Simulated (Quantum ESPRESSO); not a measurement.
Ta2Al2SnAg3, one run as intended and one with a planted mistake

A calculation, not a measurement. The program is pw.x of Quantum ESPRESSO 7.5 (plane-wave density functional theory). The cell is made up: eight metal atoms on a hexagonal close-packed lattice, with elements, volume, strain and displacements drawn at random and not relaxed, so it may be unstable or far from any real phase. PseudoDojo standard norm-conserving files set the functional (PBE unless stated); there is no spin polarisation or spin-orbit coupling, the Fermi-Dirac width of 0.25 eV means electrons at about 2900 K, and the masses in the input are unused placeholders. The tin pseudopotential is less sure than most, with forces differing by about three percent from a second method on plain tin. Heavy elements are run without spin-orbit coupling, which real alloys of them have. A spin test at this wide smearing found no moment, but such smearing suppresses magnetism that the real alloy may have.

Intended input:

```
&control calculation='scf', pseudo_dir='./dojo.nc.sr.pbe.v0_5.standard.upf', outdir='./o', disk_io='minimal', tprnfor=.true., tstress=.true. /
&system ibrav=0, nat=8, ntyp=4, nbnd=62, ecutwfc=84.00895049, nosym=.true., tot_charge=0,
 occupations='smearing', smearing='fd', degauss=0.0183746611
/
&electrons conv_thr=1.470e-08, electron_maxstep=70, mixing_beta=0.5 /
ATOMIC_SPECIES
Ag 1.0 Ag.upf
Al 1.0 Al.upf
Sn 1.0 Sn.upf
Ta 1.0 Ta.upf
CELL_PARAMETERS angstrom
2.8882 -0.0496 -0.0283
1.5314 -2.4786 -4.6216
1.3596 7.3916 -4.652
ATOMIC_POSITIONS angstrom
Ta -0.0067 -0.0861 -0.0284
Al 1.3855 2.5015 -4.6594
Sn 1.4788 -0.8891 -2.3381
Ag 2.8994 1.8409 -6.7977
Al 2.7939 4.8452 -4.6302
Ta 2.9041 -0.0766 -4.6182
Ag 2.9361 1.7727 -2.3015
Ag 4.3914 4.0946 -6.9809
K_POINTS automatic
8 5 3 1 1 1
```

The log is shortened where brackets say so; the opening notice, blank lines, dates and the lines on written files are dropped, and the path of the files is cut. It prints rydbergs, bohrs and kilobars, and counts compression as positive stress. Its total energy is the free energy E - TS of the whole cell.

Log of the intended run:

```
     Program PWSCF v.7.5
     Parallel version (MPI & OpenMP), running on       4 processor cores
     Number of MPI processes:                 4
     Threads/MPI process:                     1
     [start-up lines left out]
     bravais-lattice index     =            0
     lattice parameter (alat)  =       5.4590  a.u.
     unit-cell volume          =     887.4646 (a.u.)^3
     number of atoms/cell      =            8
     number of atomic types    =            4
     number of electrons       =       103.00
     number of Kohn-Sham states=           62
     kinetic-energy cutoff     =      84.0090  Ry
     charge density cutoff     =     336.0358  Ry
     scf convergence threshold =      1.5E-08
     mixing beta               =       0.5000
     number of iterations used =            8  plain     mixing
     Exchange-correlation= PBE
                           (   1   4   3   4   0   0   0)
     [axes and pseudopotential details left out]
   Cartesian axes
     site n.     atom                  positions (alat units)
         1        Ta     tau(   1) = (  -0.0023193  -0.0298051  -0.0098312  )
         2        Al     tau(   2) = (   0.4796168   0.8659411  -1.6129387  )
         3        Sn     tau(   3) = (   0.5119144  -0.3077786  -0.8093772  )
         4        Ag     tau(   4) = (   1.0036817   0.6372621  -2.3531513  )
         5        Al     tau(   5) = (   0.9671609   1.6772568  -1.6028306  )
         6        Ta     tau(   6) = (   1.0053087  -0.0265165  -1.5986765  )
         7        Ag     tau(   7) = (   1.0163861   0.6136533  -0.7967074  )
         8        Ag     tau(   8) = (   1.5201655   1.4174226  -2.4165694  )
     number of k points=    60  Fermi-Dirac smearing, width (Ry)=  0.0184
                       cart. coord. in units 2pi/alat
        k(    1) = (   0.0623457   0.0204342  -0.0528061), wk =   0.0333333
        k(    2) = (   0.0600160  -0.1744038   0.0509151), wk =   0.0333333
     [further k points left out]
     Dense  grid:    92197 G-vectors     FFT dimensions: (  32,  64, 100)
     Estimated max dynamical RAM per process >     324.47 MB
     Estimated total dynamical RAM >       1.20 GB
     Initial potential from superposition of free atoms
     starting charge     102.9904, renormalised to     103.0000
     Starting wfcs are   67 randomized atomic wfcs
     total cpu time spent up to now is        5.6 secs
     per-process dynamical memory:   252.8 Mb
     Self-consistent Calculation
     iteration #  1     ecut=    84.01 Ry     beta= 0.50
     Davidson diagonalization with overlap
     ethr =  1.00E-02,  avg # of iterations =  4.2
     total cpu time spent up to now is       19.1 secs
     total energy              =   -1355.88709821 Ry
     estimated scf accuracy    <       2.49774398 Ry
     iteration #  2     ecut=    84.01 Ry     beta= 0.50
     Davidson diagonalization with overlap
     ethr =  2.42E-03,  avg # of iterations =  4.3
     total cpu time spent up to now is       33.8 secs
     total energy              =   -1354.90627635 Ry
     estimated scf accuracy    <      23.51262754 Ry
     [iterations 3 to 11 left out]
     iteration # 12     ecut=    84.01 Ry     beta= 0.50
     Davidson diagonalization with overlap
     ethr =  3.51E-10,  avg # of iterations =  4.3
     total cpu time spent up to now is      157.9 secs
     total energy              =   -1357.29720003 Ry
     estimated scf accuracy    <       0.00000008 Ry
     iteration # 13     ecut=    84.01 Ry     beta= 0.50
     Davidson diagonalization with overlap
     ethr =  7.48E-11,  avg # of iterations =  2.0
     total cpu time spent up to now is      168.9 secs
     End of self-consistent calculation
     [lines on levels left out]
!    total energy              =   -1357.29720004 Ry
     estimated scf accuracy    <       0.00000001 Ry
     smearing contrib. (-TS)   =      -0.05964229 Ry
     internal energy E=F+TS    =   -1357.23755775 Ry
     The total energy is F=E-TS. E is the sum of the following terms:
     one-electron contribution =    -613.74271632 Ry
     hartree contribution      =     364.49925984 Ry
     xc contribution           =    -247.14036763 Ry
     ewald contribution        =    -860.85373365 Ry
     convergence has been achieved in  13 iterations
     Forces acting on atoms (cartesian axes, Ry/au):
     atom    1 type  4   force =     0.01316307   -0.00366537   -0.00927238
     atom    2 type  2   force =     0.00964657   -0.01563932    0.03408985
     atom    3 type  3   force =    -0.00016731    0.03616277    0.01167345
     atom    4 type  1   force =    -0.00226683   -0.04112542   -0.02721664
     atom    5 type  2   force =     0.00294771   -0.00477358    0.02430472
     atom    6 type  4   force =     0.00792746    0.03461826   -0.01098817
     atom    7 type  1   force =    -0.01827215    0.01021254   -0.04370659
     atom    8 type  1   force =    -0.01297852   -0.01578987    0.02111575
     Total force =     0.104259     Total SCF correction =     0.000464
     Computing stress (Cartesian axis) and pressure
          total   stress  (Ry/bohr**3)                   (kbar)     P=      166.19
   0.00095485   0.00012864   0.00012049          140.46       18.92       17.72
   0.00012864   0.00103415   0.00000286           18.92      152.13        0.42
   0.00012049   0.00000286   0.00140012           17.72        0.42      205.96
     init_run     :      5.34s CPU      5.52s WALL (       1 calls)
     electrons    :    162.38s CPU    163.31s WALL (       1 calls)
     forces       :      1.80s CPU      1.81s WALL (       1 calls)
     stress       :      6.11s CPU      6.12s WALL (       1 calls)
     [timing details left out]
     PWSCF        :   2m55.71s CPU   2m56.86s WALL
     JOB DONE.
```

A second run has one planted mistake: one coordinate of one atom is wrong. The input lines that differ:

```
- Ag 4.3914 4.0946 -6.9809
+ Ag 4.2114 4.0946 -6.9809
```

Its log:

```
     Program PWSCF v.7.5
     Parallel version (MPI & OpenMP), running on       4 processor cores
     Number of MPI processes:                 4
     Threads/MPI process:                     1
     [start-up lines left out]
     bravais-lattice index     =            0
     lattice parameter (alat)  =       5.4590  a.u.
     unit-cell volume          =     887.4646 (a.u.)^3
     number of atoms/cell      =            8
     number of atomic types    =            4
     number of electrons       =       103.00
     number of Kohn-Sham states=           62
     kinetic-energy cutoff     =      84.0090  Ry
     charge density cutoff     =     336.0358  Ry
     scf convergence threshold =      1.5E-08
     mixing beta               =       0.5000
     number of iterations used =            8  plain     mixing
     Exchange-correlation= PBE
                           (   1   4   3   4   0   0   0)
     [axes and pseudopotential details left out]
   Cartesian axes
     site n.     atom                  positions (alat units)
         1        Ta     tau(   1) = (  -0.0023193  -0.0298051  -0.0098312  )
         2        Al     tau(   2) = (   0.4796168   0.8659411  -1.6129387  )
         3        Sn     tau(   3) = (   0.5119144  -0.3077786  -0.8093772  )
         4        Ag     tau(   4) = (   1.0036817   0.6372621  -2.3531513  )
         5        Al     tau(   5) = (   0.9671609   1.6772568  -1.6028306  )
         6        Ta     tau(   6) = (   1.0053087  -0.0265165  -1.5986765  )
         7        Ag     tau(   7) = (   1.0163861   0.6136533  -0.7967074  )
         8        Ag     tau(   8) = (   1.4578551   1.4174226  -2.4165694  )
     number of k points=    60  Fermi-Dirac smearing, width (Ry)=  0.0184
                       cart. coord. in units 2pi/alat
        k(    1) = (   0.0623457   0.0204342  -0.0528061), wk =   0.0333333
        k(    2) = (   0.0600160  -0.1744038   0.0509151), wk =   0.0333333
     [further k points left out]
     Dense  grid:    92197 G-vectors     FFT dimensions: (  32,  64, 100)
     Estimated max dynamical RAM per process >     324.47 MB
     Estimated total dynamical RAM >       1.20 GB
     Initial potential from superposition of free atoms
     starting charge     102.9904, renormalised to     103.0000
     Starting wfcs are   67 randomized atomic wfcs
     total cpu time spent up to now is        5.6 secs
     per-process dynamical memory:   252.8 Mb
     Self-consistent Calculation
     iteration #  1     ecut=    84.01 Ry     beta= 0.50
     Davidson diagonalization with overlap
     ethr =  1.00E-02,  avg # of iterations =  4.2
     total cpu time spent up to now is       19.6 secs
     total energy              =   -1355.88845380 Ry
     estimated scf accuracy    <       2.49243847 Ry
     iteration #  2     ecut=    84.01 Ry     beta= 0.50
     Davidson diagonalization with overlap
     ethr =  2.42E-03,  avg # of iterations =  4.3
     total cpu time spent up to now is       33.8 secs
     total energy              =   -1354.91156214 Ry
     estimated scf accuracy    <      23.44823718 Ry
     [iterations 3 to 11 left out]
     iteration # 12     ecut=    84.01 Ry     beta= 0.50
     Davidson diagonalization with overlap
     ethr =  3.54E-10,  avg # of iterations =  4.3
     total cpu time spent up to now is      155.2 secs
     total energy              =   -1357.29563322 Ry
     estimated scf accuracy    <       0.00000008 Ry
     iteration # 13     ecut=    84.01 Ry     beta= 0.50
     Davidson diagonalization with overlap
     ethr =  7.50E-11,  avg # of iterations =  2.0
     total cpu time spent up to now is      166.5 secs
     End of self-consistent calculation
     [lines on levels left out]
!    total energy              =   -1357.29563323 Ry
     estimated scf accuracy    <       0.00000001 Ry
     smearing contrib. (-TS)   =      -0.05963637 Ry
     internal energy E=F+TS    =   -1357.23599686 Ry
     The total energy is F=E-TS. E is the sum of the following terms:
     one-electron contribution =    -613.99640192 Ry
     hartree contribution      =     364.63207100 Ry
     xc contribution           =    -247.14170169 Ry
     ewald contribution        =    -860.72996424 Ry
     convergence has been achieved in  13 iterations
     Forces acting on atoms (cartesian axes, Ry/au):
     atom    1 type  4   force =     0.00134311   -0.00342541   -0.01106050
     atom    2 type  2   force =     0.00913529   -0.01562722    0.03430556
     atom    3 type  3   force =    -0.00779362    0.03388580    0.01190935
     atom    4 type  1   force =    -0.01552245   -0.04632132   -0.02650133
     atom    5 type  2   force =     0.00038709   -0.00522150    0.02288675
     atom    6 type  4   force =     0.00886799    0.03453606   -0.01085435
     atom    7 type  1   force =    -0.01850427    0.01026079   -0.04377383
     atom    8 type  1   force =     0.02208686   -0.00808720    0.02308835
     Total force =     0.107101     Total SCF correction =     0.000464
     Computing stress (Cartesian axis) and pressure
          total   stress  (Ry/bohr**3)                   (kbar)     P=      166.78
   0.00095609   0.00013601   0.00015958          140.65       20.01       23.47
   0.00013601   0.00104347  -0.00000488           20.01      153.50       -0.72
   0.00015958  -0.00000488   0.00140174           23.47       -0.72      206.20
     init_run     :      5.15s CPU      5.33s WALL (       1 calls)
     electrons    :    159.81s CPU    160.95s WALL (       1 calls)
     forces       :      1.84s CPU      1.86s WALL (       1 calls)
     stress       :      6.25s CPU      6.25s WALL (       1 calls)
     [timing details left out]
     PWSCF        :   2m53.30s CPU   2m54.66s WALL
     JOB DONE.
```

|  | intended run | run with the mistake |
| --- | --- | --- |
| free energy (eV) | -18466.969 | -18466.948 |
| entropy term -TS, part of it (eV) | -0.811 | -0.811 |
| pressure (GPa) | 16.62 | 16.68 |
| size of the largest force component (eV/Å) | 1.124 | 1.191 |
| largest change of a force component (eV/Å) |  | 0.902 |
| iterations | 13 | 13 |

For scale, a rerun of the intended cell at a higher cutoff and on a denser mesh moved values by no more than 0.010 eV in energy, 0.05 GPa in stress and 0.017 eV/Å in force, and a second program with other atomic files agreed on that cell to 2 % rms in force and 0.5 GPa in pressure.